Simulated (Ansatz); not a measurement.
A trial form of In₃GaP₂

Theory: DFT PBE, scalar-relativistic, plane waves, PAW in Ansatz 0.2.0. Cutoff 420 eV, Gaussian smearing, Γ-centred meshes. Cell and atoms relax first on a coarse mesh and then on a finer one. In between, the cell is made exact in the group found at 0.06 Å. In metals the finer mesh still leaves noise of several meV/atom or more. The steps can't lower the symmetry of their start. No spin polarisation.

The cell of In₃GaP₂ is invented: random cell by space group and Wyckoff sites (P4/mmm, No. 123). The dimensions are guesses.

```cif
data_structure
_symmetry_space_group_name_H-M 'P 1'
_symmetry_Int_Tables_number 1
_cell_length_a 5.4531
_cell_length_b 5.4531
_cell_length_c 4.3381
_cell_angle_alpha 90.000
_cell_angle_beta 90.000
_cell_angle_gamma 90.000
_cell_volume 129.00
loop_
_atom_site_label
_atom_site_type_symbol
_atom_site_fract_x
_atom_site_fract_y
_atom_site_fract_z
_atom_site_occupancy
In1 In 0.50000 0.50000 0.50000 1
In2 In 0.50000 0.00000 0.00000 1
In3 In 0.00000 0.50000 0.00000 1
Ga1 Ga 0.00000 0.00000 0.50000 1
P1 P 0.50000 0.50000 0.00000 1
P2 P 0.00000 0.00000 0.00000 1
```

The zero of energy is the elements' standard structures at the same level; no fitted shifts are applied. The references include black phosphorus.

Task: Where does the relaxation end?

Result: The symmetry stays P4/mmm (No. 123). The volume per atom grows by 20.8 %, from 21.5 to 26.0 Å³. The shortest distance goes from 2.17 Å (Ga–P and In–P) to 2.62 Å (Ga–P and In–P). The ratio c/a of the conventional cell changes by a factor of 1.21. The energy falls by about 0.48 eV/atom (the start's value is from the coarse mesh). Conventional cell: a = 5.456 Å, c = 5.237 Å. Around In on a site of symmetry 4/mmm lie 2 P at 2.62 Å; around In on a site of symmetry mmm lie 4 P at 2.73 Å; around Ga lie 2 P at 2.62 Å; around P on its first site lie 6 In at 2.62–2.73 Å; P on its second site is surrounded by 2 Ga at 2.62 Å and 4 In at 2.73 Å.

```cif
data_structure
_symmetry_space_group_name_H-M 'P 1'
_symmetry_Int_Tables_number 1
_cell_length_a 5.4558
_cell_length_b 5.4558
_cell_length_c 5.2371
_cell_angle_alpha 90.000
_cell_angle_beta 90.000
_cell_angle_gamma 90.000
_cell_volume 155.88
loop_
_atom_site_label
_atom_site_type_symbol
_atom_site_fract_x
_atom_site_fract_y
_atom_site_fract_z
_atom_site_occupancy
In1 In 0.50000 0.50000 0.50000 1
In2 In 0.50000 0.00000 0.00000 1
In3 In 0.00000 0.50000 0.00000 1
Ga1 Ga 0.00000 0.00000 0.50000 1
P1 P 0.50000 0.50000 0.00000 1
P2 P 0.00000 0.00000 0.00000 1
```

Task: Give its energy and gap.

Result: The formation energy is +0.21 eV/atom and the gap on the 8×8×8 mesh of the 6-atom cell is 0 eV (a metal).

The separate elements lie lower, so it is unstable against them.

The last run used Gaussian smearing of 0.10 eV. The reference form of P is held partly by dispersion forces, which this level lacks. A structure relaxed within its symmetry needn't be a true minimum. Another cell of In3GaP2 relaxed alike, in P-4m2, lies 116 meV/atom lower, so this cell isn't the stable form at this level.
